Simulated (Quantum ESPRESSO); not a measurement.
# Ru3Ti3TaZr: one composition in several site orders

A calculation, not a measurement. The program is pw.x of Quantum ESPRESSO 7.5 (plane-wave density functional theory). The cell is made up: eight metal atoms on a face-centred cubic lattice, with elements, volume, strain and displacements drawn at random and not relaxed, so it may be unstable or far from any real phase. PseudoDojo standard norm-conserving files set the functional (PBE unless stated); there is no spin polarisation or spin-orbit coupling, the Fermi-Dirac width of 0.25 eV means electrons at about 2900 K, and the masses in the input are unused placeholders. Heavy elements are run without spin-orbit coupling, which real alloys of them have. A spin test at this wide smearing found no moment, but such smearing suppresses magnetism that the real alloy may have.

The runs put one composition on the sites in different orders. Cell, positions, cutoff, mesh and smearing stay as in the input of run 1; sites are counted in its order. Stress in the tables is positive in tension.

Input of run 1:

```
&control calculation='scf', pseudo_dir='./dojo.nc.sr.pbe.v0_5.standard.upf', outdir='./o', disk_io='minimal', tprnfor=.true., tstress=.true. /
&system ibrav=0, nat=8, ntyp=4, nbnd=73, ecutwfc=84.00895049, nosym=.true., tot_charge=0,
 occupations='smearing', smearing='fd', degauss=0.0183746611
/
&electrons conv_thr=1.470e-08, electron_maxstep=70, mixing_beta=0.5 /
ATOMIC_SPECIES
Ru 1.0 Ru.upf
Ta 1.0 Ta.upf
Ti 1.0 Ti.upf
Zr 1.0 Zr.upf
CELL_PARAMETERS angstrom
2.0967 4.1354 2.1063
2.047 -4.1223 2.1298
2.0471 0.0301 -6.3295
ATOMIC_POSITIONS angstrom
Ru 0.0286 -0.0193 -0.0268
Ti 2.0628 -1.9358 0.0533
Ti 2.0201 0.0217 -2.1091
Ru 4.0829 -2.0515 -2.047
Ru 2.1039 0.0019 2.1344
Ta 2.0657 2.0557 -0.0245
Zr 4.1279 0.0968 -0.0272
Ti 4.1594 2.0801 -2.1174
K_POINTS automatic
5 5 4 1 1 1
```

| run | elements on sites 1 to 8 | free energy less that of run 1 (eV) | -TS (eV) | pressure (GPa) | stress xx (GPa) | stress yy (GPa) | stress zz (GPa) | stress yz (GPa) | stress xz (GPa) | stress xy (GPa) | iterations |
| --- | --- | --- | --- | --- | --- | --- | --- | --- | --- | --- | --- |
| 1 | Ru Ti Ti Ru Ru Ta Zr Ti | 0.000 | -2.357 | -11.38 | 11.55 | 11.71 | 10.89 | 0.74 | -3.65 | 0.58 | 21 |
| 2 | Ta Ru Zr Ti Ru Ti Ti Ru | -0.120 | -2.394 | -11.77 | 12.38 | 11.34 | 11.58 | -2.50 | 0.56 | -1.75 | 22 |
| 3 | Ti Ti Ru Ta Zr Ti Ru Ru | 0.021 | -2.338 | -11.82 | 12.81 | 11.02 | 11.63 | 0.06 | -3.33 | 1.08 | 22 |
| 4 | Ti Zr Ta Ti Ru Ru Ti Ru | 0.162 | -2.504 | -10.95 | 11.41 | 9.96 | 11.46 | 0.34 | 1.10 | 0.81 | 23 |
| 5 | Ta Ti Ru Ru Ru Ti Zr Ti | -0.022 | -2.399 | -11.92 | 11.85 | 10.63 | 13.29 | 2.25 | 0.92 | 2.84 | 21 |
| 6 | Ru Zr Ru Ti Ta Ti Ti Ru | 0.079 | -2.469 | -11.01 | 11.71 | 9.72 | 11.59 | -1.03 | 0.82 | -0.04 | 20 |

Forces Fx Fy Fz (eV/Å):

| site | run 1 | run 2 | run 3 | run 4 | run 5 | run 6 |
| --- | --- | --- | --- | --- | --- | --- |
| 1 | 0.42 0.07 -0.39 | -0.73 0.03 0.69 | -0.45 0.20 0.35 | -0.66 0.42 0.31 | -0.02 0.12 -0.35 | -0.32 0.11 0.26 |
| 2 | -0.78 -0.19 0.21 | -0.42 -0.27 0.10 | 0.39 -0.39 -0.65 | -0.90 -0.74 0.92 | 0.10 -0.46 -0.24 | -0.85 -0.61 -0.10 |
| 3 | 0.41 -0.08 -0.50 | 0.67 -0.04 -0.87 | -0.39 0.01 0.20 | 0.89 -0.08 -1.15 | 0.10 -0.04 -0.01 | 0.21 0.02 -0.38 |
| 4 | 0.10 0.06 -0.11 | 0.57 0.08 -0.45 | -0.98 0.12 0.85 | 1.24 0.06 -1.08 | 0.36 0.10 -0.33 | 0.58 0.18 -0.50 |
| 5 | -0.06 0.02 0.17 | 0.31 0.08 -0.11 | -0.31 0.32 0.38 | -0.20 0.17 0.37 | -0.35 -0.02 0.29 | -1.01 0.42 1.46 |
| 6 | -1.77 0.27 1.62 | -0.42 0.28 0.36 | 1.48 -0.19 -1.01 | 0.23 -0.08 0.02 | -0.63 0.32 0.64 | 0.58 -0.09 -0.22 |
| 7 | 1.01 -0.33 -0.13 | -0.29 -0.25 0.41 | 0.34 -0.15 -0.16 | -0.13 0.18 0.22 | 0.26 -0.25 0.38 | 1.08 -0.13 -0.66 |
| 8 | 0.68 0.18 -0.87 | 0.32 0.09 -0.13 | -0.09 0.07 0.03 | -0.48 0.07 0.37 | 0.19 0.22 -0.38 | -0.28 0.10 0.15 |

The sites are displaced and not relaxed, so the energy differences mix bonding between neighbours with strain and are not ordering energies. A rerun of one cell of this series at a higher cutoff and on a denser mesh moved values by no more than 0.003 eV in energy, 0.02 GPa in stress and 0.004 eV/Å in force, and a second program with other atomic files agreed on that cell to 2 % rms in force and 0.5 GPa in pressure.